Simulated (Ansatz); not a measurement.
The elements of this relaxed trial crystal are hidden behind letters.

```
lattice vectors (Å)
  -2.6493    2.6493    2.6493
   2.6493   -2.6493    2.6493
   2.6493    2.6493   -2.6493
fractional positions
X 0.0000 0.0000 0.0000
Z 0.0000 0.5000 0.5000
Z 0.5000 0.0000 0.5000
Z 0.5000 0.5000 0.0000
```

The calculation used DFT PBE, scalar-relativistic, plane waves, PAW (Ansatz 0.2.0). Cutoff 420 eV, Γ-centred 12×12×12 mesh (4-atom cell), Gaussian smearing of 0.10 eV, no spin polarisation.

```
Space group                                 : Im-3m (No. 229)
Conventional cell                           : a = 5.299 Å
Volume per atom                             : 18.59 Å³
Density                                     : 3.77 g/cm³
Energy over the elements                    : +0.25 eV/atom
Gap on the 12×12×12 mesh of the 4-atom cell : 0 eV (a metal)
```

Energies are uncorrected and count from the elements' standard states at the same level.

Q: X is a p-block element of period 4 and Z is a p-block element of period 3. Which elements are they?

A: X = Ge, Z = S, so the formula is GeS3. Density times volume gives a mean mass of 3.77 × 18.59/1.6605 = 42.2 u per atom, and this set has 42.2 u. Among the elements that the hints allow, noble gases aside, only these give it. Ge is surrounded by 6 S at 2.65 Å; S is surrounded by 2 Ge at 2.65 Å and 4 S at 2.65 Å.

Symmetry constrained the relaxation, so the result can be a saddle point.
